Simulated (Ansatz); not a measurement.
The start is a generated cell, FeSi built in the AFLOW prototype AB_cF16_227_a_b (B32, as in NaTl). A full variable-cell relaxation at zero pressure is run with PBE (plane waves to 420 eV, PAW, scalar-relativistic; Ansatz, a program for electronic structure). The first steps use a coarse 7×7×7 k-mesh.

The start:
```
CELL_PARAMETERS angstrom
      0.00000     2.98350     2.98350
      2.98350     0.00000     2.98350
      2.98350     2.98350     0.00000
ATOMIC_POSITIONS crystal
  Fe 0.75000 0.75000 0.75000
  Fe 0.50000 0.50000 0.50000
  Si 0.00000 0.00000 0.00000
  Si 0.25000 0.25000 0.25000
```
Spin-polarised start, with parallel moments on Fe.

Q: What pressure does the first self-consistent step give?

A: -13 GPa (negative: the cell is under tension).

Q: How much energy is released per atom?

A: 0.06 eV/atom.

Q: How does the volume change?

A: -11.2 %, from 13.28 to 11.79 Å³/atom.

Q: How do the shortest distances between atoms change?

A: The closest pairs of elements (up to four, under 3.6 Å), start → end: Fe–Fe 2.58 → 2.48 Å; Fe–Si 2.58 → 2.48 Å; Si–Si 2.58 → 2.48 Å.

Q: Is the relaxed structure metallic? Give its gap.

A: No gap (metallic).

Q: What magnetic moments remain?

A: Net 0.89 μB/atom, ferromagnetic.

The space group stays Fd-3m (No. 227) (the run could not lower it); the end is AFLOW prototype AB_cF16_227_a_b (B32, as in NaTl), with 4 atoms in the primitive magnetic cell. Final values are on a 14×14×14 k-mesh of the relaxed cell. Spin state reached: ferromagnetic (net 0.89 μB/atom), from parallel starting moments; other spin orders were not run from this start.

The run could not lose the symmetry of its start, so the end can be a saddle point.

All atoms sit on sites fixed by symmetry, so only the cell could relax.

The relaxed structure here is a generated cell of FeSi: the first start was made by placing the elements on the sites of a structure type, and the end was not matched to a known phase here, so it may be hypothetical.
